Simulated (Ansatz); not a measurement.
Cs$_{2}$PbI$_{2}$Cl$_{2}$ in space group I4/mmm (No. 139; Cs on 4e, Pb on 2a, I on 4e, Cl on 4c) under volume change, DFT-PBE in the program Ansatz with PAW potentials, shape and atoms relaxed at each volume.

```json
[
 {"V (Å³/atom)": "42.049", "E − E(relaxed) (meV/atom)": "17.7", "P (GPa)": "1.51"},
 {"V (Å³/atom)": "43.435", "E − E(relaxed) (meV/atom)": "7.3", "P (GPa)": "0.91"},
 {"V (Å³/atom)": "44.822", "E − E(relaxed) (meV/atom)": "1.7", "P (GPa)": "0.41"},
 {"V (Å³/atom)": "46.208", "E − E(relaxed) (meV/atom)": "0.0", "P (GPa)": "0.00"},
 {"V (Å³/atom)": "47.594", "E − E(relaxed) (meV/atom)": "(withheld)", "P (GPa)": "(withheld)"},
 {"V (Å³/atom)": "48.980", "E − E(relaxed) (meV/atom)": "(withheld)", "P (GPa)": "(withheld)"},
 {"V (Å³/atom)": "50.366", "E − E(relaxed) (meV/atom)": "10.7", "P (GPa)": "-0.69"}
]
```

### Question
What belongs in the gaps?

### Answer

- 48.980, E − E(relaxed) (meV/atom): 5.3
- 48.980, P (GPa): -0.56
- 47.594, E − E(relaxed) (meV/atom): 1.5
- 47.594, P (GPa): -0.33

### Question
What does a third-order Birch–Murnaghan fit give for V₀, B₀ and B′?

### Answer
V₀ = 46.20 Å³/atom, B₀ = 11.5 GPa, B′ = 7.5.

The first step of the workflow began from a Materials Project structure, measured or hypothetical; the Crystallography Open Database copy checked does not list it. Its standing as an ambient phase is unchecked. The cell was relaxed with PBE under the symmetry of its start; its stability against distortions is not shown here. Spin–orbit coupling is left out wherever it is not named.

Potentials: the later of the program's two PAW sets.
